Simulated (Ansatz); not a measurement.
The relaxed structure here is a generated cell of CoSi2: the first start was made by placing the elements on the sites of a structure type, and the end was not matched to a known phase here, so it may be hypothetical. Known forms of CoSi2 include space group No. 225.

One stationary structure of CoSi2. All values below come from r2SCAN (plane waves to 500 eV, PAW, scalar-relativistic; Ansatz, a program for electronic structure).

```xyz
3
Lattice="-1.3598 1.7427 3.6760 1.3598 -1.7427 3.6760 1.3598 1.7427 -3.6760" Properties=species:S:1:pos:R:3 pbc="T T T"
Co     0.0000     0.0000     0.0000
Si     0.0000     0.0000     4.8694
Si     0.0000     0.0000     2.4825
```

Problem. Determine the symmetry and give the standard cell with its independent sites.

Solution. Space group Immm (No. 71); a = 2.7196 Å, b = 3.4855 Å, c = 7.3519 Å, α = 90.00°, β = 90.00°, γ = 90.00°

```json
[
 {"atom": "Co", "site": "2a", "symmetry": "mmm", "x": "0.0000", "y": "0.0000", "z": "0.0000"},
 {"atom": "Si", "site": "4i", "symmetry": "mm2", "x": "0.0000", "y": "0.0000", "z": "0.3377"}
]
```

This is the AFLOW prototype AB2_oI6_71_a_g (as in MoPt2).

Problem. Give the shortest distances between elements (the closest pairs, up to four, under 3.6 Å).

Solution. Si–Si 2.39 Å; Co–Si 2.48 Å; Co–Co 2.72 Å.

```json
{
 "volume_per_atom": "11.61 Å³",
 "band_gap": "zero (metallic)",
 "magnetic_moment": "net 0.40 μB/atom, ferromagnetic"
}
```

Spin state reached: ferromagnetic (net 0.40 μB/atom), from parallel starting moments; other spin orders were not run from this start. r2SCAN tends to overstate moments in metals.

The run could not lose the symmetry of its start: the end is stationary, and may be a saddle point rather than a minimum.
